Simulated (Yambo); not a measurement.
# How GW settings move the gap: MgWPb2O6

G0W0@LDA for MgWPb2O6 (space group Fm-3m, No. 225) in Yambo. Reference settings: 2×2×2 Γ-centred k mesh, bands 3 to 211 and a 7 Ry block in the screening, 211 bands in G with the Bruneval-Gonze terminator, plasmon pole fitted at 27.2 eV. The LDA gap X → Γ on this mesh is 2.39 eV; G0W0 gaps are taken between the same points.

```json
[
 {"change from the reference": "reference settings", "G0W0 gap X → Γ (eV)": "3.72", "shift of the valence edge (eV)": "-0.30", "rough Yambo cost": "1"},
 {"change from the reference": "wavefunctions cut at 10 Ry", "G0W0 gap X → Γ (eV)": "3.70", "shift of the valence edge (eV)": "-0.04", "rough Yambo cost": "about 1/3"},
 {"change from the reference": "wavefunctions cut at 30 Ry", "G0W0 gap X → Γ (eV)": "3.71", "shift of the valence edge (eV)": "-0.29", "rough Yambo cost": "about 1/2"},
 {"change from the reference": "69 bands in W, 69 bands in G, 3 Ry block", "G0W0 gap X → Γ (eV)": "4.02", "shift of the valence edge (eV)": "-0.02", "rough Yambo cost": "about 1/4"},
 {"change from the reference": "69 bands in W, 69 bands in G, 6 Ry block", "G0W0 gap X → Γ (eV)": "3.89", "shift of the valence edge (eV)": "0.06", "rough Yambo cost": "about 1/4"},
 {"change from the reference": "94 bands in W, 94 bands in G, 3 Ry block", "G0W0 gap X → Γ (eV)": "3.91", "shift of the valence edge (eV)": "-0.09", "rough Yambo cost": "about 1/3"},
 {"change from the reference": "127 bands in W, 127 bands in G, 3 Ry block", "G0W0 gap X → Γ (eV)": "3.84", "shift of the valence edge (eV)": "-0.15", "rough Yambo cost": "about 1/2"},
 {"change from the reference": "127 bands in W, 127 bands in G, 4 Ry block", "G0W0 gap X → Γ (eV)": "3.77", "shift of the valence edge (eV)": "-0.12", "rough Yambo cost": "about 1/2"},
 {"change from the reference": "169 bands in W, 169 bands in G, 4 Ry block", "G0W0 gap X → Γ (eV)": "3.73", "shift of the valence edge (eV)": "-0.18", "rough Yambo cost": "within a factor of two"},
 {"change from the reference": "169 bands in W, 169 bands in G, 6 Ry block", "G0W0 gap X → Γ (eV)": "3.73", "shift of the valence edge (eV)": "-0.23", "rough Yambo cost": "within a factor of two"},
 {"change from the reference": "4×4×4 mesh", "G0W0 gap X → Γ (eV)": "3.75", "shift of the valence edge (eV)": "-0.37", "rough Yambo cost": "about 20×"},
 {"change from the reference": "69 bands in W, 69 bands in G, 3 Ry block, no terminator", "G0W0 gap X → Γ (eV)": "4.17", "shift of the valence edge (eV)": "0.23", "rough Yambo cost": "about 1/5"},
 {"change from the reference": "94 bands in W, 94 bands in G, no terminator", "G0W0 gap X → Γ (eV)": "3.92", "shift of the valence edge (eV)": "0.31", "rough Yambo cost": "about 1/3"},
 {"change from the reference": "3 Ry block, no terminator", "G0W0 gap X → Γ (eV)": "3.81", "shift of the valence edge (eV)": "-0.14", "rough Yambo cost": "within a factor of two"},
 {"change from the reference": "no terminator", "G0W0 gap X → Γ (eV)": "3.74", "shift of the valence edge (eV)": "-0.08", "rough Yambo cost": "within a factor of two"}
]
```

The reference isn't shown to be the converged limit. Costs are rough (shared machines), scaled to the same edge states, and given only for runs that recompute the screening. In the run with 211 bands and a 7 Ry block, which covers more k points, the smallest G0W0 gap is 3.29 eV, Γ → X.

Spin-orbit coupling is left out; with 6p states at a band edge it can lower the gap by many tenths of an eV, most of a small gap.

The standard potential for Pb keeps a d shell in the valence without the s and p states of that shell. In tests on such compounds this moved G0W0 gaps by up to about 0.9 eV, so absolute quasiparticle energies here are unreliable; differences between settings are what counts.

Geometry of the Materials Project entry, not relaxed at this level; primitive cell a = 5.717 Å, b = 5.717 Å, c = 5.717 Å, α = 60.00°, β = 60.00°, γ = 60.00°.

The structure is a Materials Project entry; no match was found in the copy of COD used, and its stability was not checked.

A shift is the quasiparticle energy of the state minus its LDA energy.
